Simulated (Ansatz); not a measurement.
MgO (CsCl type, space group No. 221), a = 2.625 Å, b = 2.625 Å, c = 2.625 Å, α = 90.00°, β = 90.00°, γ = 90.00°.

Relaxed with r²SCAN.

Problem. Tabulate the valence density and the electron localisation function along the shortest Mg–O contact (2.27 Å), r²SCAN in the plane-wave PAW code Ansatz.

Solution. 

| distance from Mg (Å) | density (e/Å³) | ELF |
|---|---|---|
| 0.23 | 21.46 | 0.16 |
| 0.34 | 13.47 | 0.27 |
| 0.45 | 6.62 | 0.35 |
| 0.57 | 2.38 | 0.33 |
| 0.68 | 0.63 | 0.18 |
| 0.80 | 0.23 | 0.06 |
| 0.91 | 0.18 | 0.04 |
| 1.02 | 0.19 | 0.11 |
| 1.14 | 0.25 | 0.36 |
| 1.25 | 0.36 | 0.61 |
| 1.36 | 0.53 | 0.74 |
| 1.48 | 0.84 | 0.80 |
| 1.59 | 1.35 | 0.82 |
| 1.71 | 2.24 | 0.82 |
| 1.82 | 3.61 | 0.77 |
| 1.93 | 5.32 | 0.66 |
| 2.05 | 6.99 | 0.48 |

The density is the valence pseudo-density with augmentation charge, so density and ELF within about 1 Å of a nucleus are not all-electron values.

Space group Pm-3m (CsCl type). This is a known high-pressure phase of the composition, computed here at zero pressure and temperature. The r²SCAN relaxation kept the symmetry of its start. At this level the phase is mechanically unstable.

Potentials: the earlier of the program's two PAW sets.
